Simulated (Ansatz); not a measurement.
All numbers below come from DFT PBE, scalar-relativistic, plane waves, PAW (Ansatz 0.2.0). All cells share a 420 eV cutoff and Γ-centred k meshes spaced at most about 0.3 Å⁻¹ (about 0.25 or finer for metals, 2π included). No spin polarisation in the final relaxations.

Temperature and zero-point effects are left out. All come from trial cells, and lower structures may exist.

Question: These unrelaxed guesses for SnF5 are each relaxed within their symmetry. Order them by the energy at which they end, lowest first.
1.

```
Sn F
1.0
     4.11564    0.00000    0.00000
    -2.05782    3.56425    0.00000
     0.00000    0.00000    6.32653
Sn F
1 5
Direct
  0.00000 0.00000 0.50000
  0.33333 0.66667 0.39043
  0.33333 0.66667 0.60957
  0.66667 0.33333 0.60957
  0.66667 0.33333 0.39043
  0.00000 0.00000 0.00000
```

2.

```
Sn F
1.0
     5.30882    0.00000    0.00000
    -2.65441    4.59757    0.00000
     0.00000    0.00000    4.69718
Sn F
1 5
Cartesian
  0.0000 0.0000 2.3486
  -1.6126 2.7931 0.0000
  3.2252 0.0000 0.0000
  1.0418 1.8045 0.0000
  2.6544 1.5325 2.3486
  0.0000 3.0650 2.3486
```

3.

```
Sn F
1.0
     2.32101    1.34003    4.36459
    -2.32101    1.34003    4.36459
     0.00000   -2.68007    4.36459
Sn F
1 5
Direct
  0.00000 0.00000 0.00000
  0.17664 0.50000 0.82336
  0.50000 0.82336 0.17664
  0.82336 0.17664 0.50000
  0.33140 0.33140 0.33140
  0.66860 0.66860 0.66860
```

4.

```
Sn F
1.0
     4.50804    0.00000    0.00000
     0.00000    4.50804    0.00000
     0.00000    0.00000    4.59117
Sn F
1 5
Cartesian
  2.2540 2.2540 0.0000
  0.0000 0.0000 0.0000
  0.0000 2.2540 3.7057
  2.2540 0.0000 0.8855
  2.2540 2.2540 2.8142
  2.2540 2.2540 1.7769
```

Answer: 4 (ends in P4/mmm, 0 meV/atom), 2 (ends in P-62m, 0.37 eV/atom), 3 (ends in R-3m, 0.47 eV/atom), 1 (ends in P6/mmm, 0.59 eV/atom).

No dispersion correction is applied, so the spacing and binding between layers, chains or molecules are poorly described (P4/mmm, P-62m, P6/mmm), and this can change margins and order among such cells. In P4/mmm, P-62m, R-3m, P6/mmm an odd number of electrons in the primitive cell allows no gap without spin; a larger cell or a magnetic state could open one. A magnetic state wasn't ruled out in cells without spin, among them P4/mmm, P-62m, R-3m, P6/mmm. Cells relaxed within their symmetry can be saddle points. Some structure types and database cells were kept out of the candidates from the start, so a known form may be missing.
